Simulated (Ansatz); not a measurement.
BePd:
```yaml
crystal:
  lattice:
    - [2.79744, 0.00000, 0.00000]
    - [0.00000, 2.79744, 0.00000]
    - [0.00000, 0.00000, 2.79744]
  atoms:
    - { symbol: Be, position: [0.00000, 0.00000, 0.00000] }
    - { symbol: Pd, position: [0.50000, 0.50000, 0.50000] }
```

Relaxed with PBEsol. Special points in fractions of this cell's reciprocal vectors: Γ (0.000, 0.000, 0.000); X (0.000, 0.500, 0.000); M (0.500, 0.500, 0.000); R (0.500, 0.500, 0.500).

**Question.** List the band energies nearest the Fermi level at these points for PBEsol with spin–orbit coupling (plane waves, PAW; program Ansatz).

**Answer.** In eV from the Fermi level; about four levels below and three above (degenerate sets whole), none deeper than 8.9 eV; points with the same levels are listed once.

```tsv
k	below	above
Γ	-2.51 -2.51 -2.51 -2.51 -2.20 -2.20	5.20 5.20 5.44 5.44 5.44 5.44
X	-2.24 -2.24 -0.04 -0.04	10.29 10.29 10.34 10.34
M	-1.84 -1.84 -1.34 -1.34	5.50 5.50 6.16 6.16
R	-1.27 -1.27 -1.27 -1.27	4.79 4.79 5.08 5.08
```

Space group Pm-3m (CsCl type). The workflow started from a Materials Project entry (that database holds measured and hypothetical structures alike); the Crystallography Open Database files this formula in space group No. 221, but the cells were not matched. Its standing as an ambient phase is unchecked. The cell was relaxed with PBEsol under the symmetry of its start; of distortions, only those at the zone centre were tested. The run is not spin-polarised.

Potentials: the later of the program's two PAW sets.
